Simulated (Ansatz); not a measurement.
Na2S:
```cif
data_Na8S4
_chemical_formula_sum 'Na8 S4'
_space_group_name_H-M_alt 'Fm-3m'
_space_group_IT_number 225
_space_group_name_Hall '-F 4 2 3'
_cell_length_a 6.50124
_cell_length_b 6.50124
_cell_length_c 6.50124
_cell_angle_alpha 90.000
_cell_angle_beta 90.000
_cell_angle_gamma 90.000
loop_
_atom_site_label
_atom_site_type_symbol
_atom_site_symmetry_multiplicity
_atom_site_Wyckoff_symbol
_atom_site_fract_x
_atom_site_fract_y
_atom_site_fract_z
_atom_site_occupancy
Na1 Na 8 c 0.25000 0.25000 0.25000 1
S1 S 4 a 0.00000 0.00000 0.00000 1
```
(The calculation used a cell of 3 atoms; values per cell refer to that cell.)

Relaxed with PBEsol.

Question: Which orbitals make up the states near the band edges in PBEsol in the plane-wave PAW code Ansatz?

Answer: Top 1 eV of the valence band: S 3p 94 %. Bottom 1 eV of the conduction band: Na 3s 60 %, S 3s 23 %, S 3p 14 %. Projections are on Löwdin-orthogonalised atomic valence shells; empty p or d shells of many metals are not among them.

Question: Tabulate the density of states.

Answer: States/eV per cell of 3 atoms, in 0.25 eV bins, energy from the valence-band maximum.

```csv
E (eV),total,S 3p,Na 3s,S 3s
-7.85,0.00,0.00,0.00,0.00
-7.60,0.00,0.00,0.00,0.00
-7.35,0.00,0.00,0.00,0.00
-7.10,0.00,0.00,0.00,0.00
-6.85,0.00,0.00,0.00,0.00
-6.60,0.00,0.00,0.00,0.00
-6.35,0.00,0.00,0.00,0.00
-6.10,0.00,0.00,0.00,0.00
-5.85,0.00,0.00,0.00,0.00
-5.60,0.00,0.00,0.00,0.00
-5.35,0.00,0.00,0.00,0.00
-5.10,0.00,0.00,0.00,0.00
-4.85,0.00,0.00,0.00,0.00
-4.60,0.00,0.00,0.00,0.00
-4.35,0.00,0.00,0.00,0.00
-4.10,0.00,0.00,0.00,0.00
-3.85,0.00,0.00,0.00,0.00
-3.60,0.00,0.00,0.00,0.00
-3.35,0.00,0.00,0.00,0.00
-3.10,0.00,0.00,0.00,0.00
-2.85,0.00,0.00,0.00,0.00
-2.60,0.00,0.00,0.00,0.00
-2.35,0.00,0.00,0.00,0.00
-2.10,0.00,0.00,0.00,0.00
-1.85,0.00,0.00,0.00,0.00
-1.60,1.02,0.75,0.26,0.01
-1.35,5.15,3.92,1.11,0.06
-1.10,1.23,0.95,0.23,0.03
-0.85,2.26,1.95,0.26,0.02
-0.60,3.21,2.96,0.18,0.01
-0.35,6.45,6.22,0.07,0.01
-0.10,4.67,4.57,0.01,0.00
0.15,0.00,0.00,0.00,0.00
0.40,0.00,0.00,0.00,0.00
0.65,0.00,0.00,0.00,0.00
0.90,0.00,0.00,0.00,0.00
1.15,0.00,0.00,0.00,0.00
1.40,0.00,0.00,0.00,0.00
1.65,0.00,0.00,0.00,0.00
1.90,0.00,0.00,0.00,0.00
2.15,0.00,0.00,0.00,0.00
2.40,0.00,0.00,0.00,0.00
2.65,0.03,0.00,0.02,0.01
2.90,0.07,0.01,0.04,0.02
3.15,0.11,0.02,0.06,0.02
3.40,0.15,0.03,0.09,0.03
3.65,0.22,0.04,0.12,0.04
3.90,0.57,0.07,0.20,0.05
4.15,1.07,0.13,0.39,0.08
4.40,1.28,0.15,0.46,0.08
4.65,1.57,0.16,0.53,0.08
4.90,1.63,0.15,0.65,0.08
5.15,1.26,0.12,0.56,0.06
5.40,0.05,0.01,0.03,0.00
5.65,0.20,0.01,0.08,0.00
5.90,1.14,0.09,0.55,0.03
6.15,1.77,0.11,1.01,0.03
6.40,2.65,0.15,1.70,0.03
6.65,1.11,0.05,0.61,0.01
6.90,1.24,0.05,0.56,0.01
7.15,3.23,0.18,1.35,0.01
```

Symmetry was held in the PBEsol relaxation.

Potentials: the later of the program's two PAW sets.
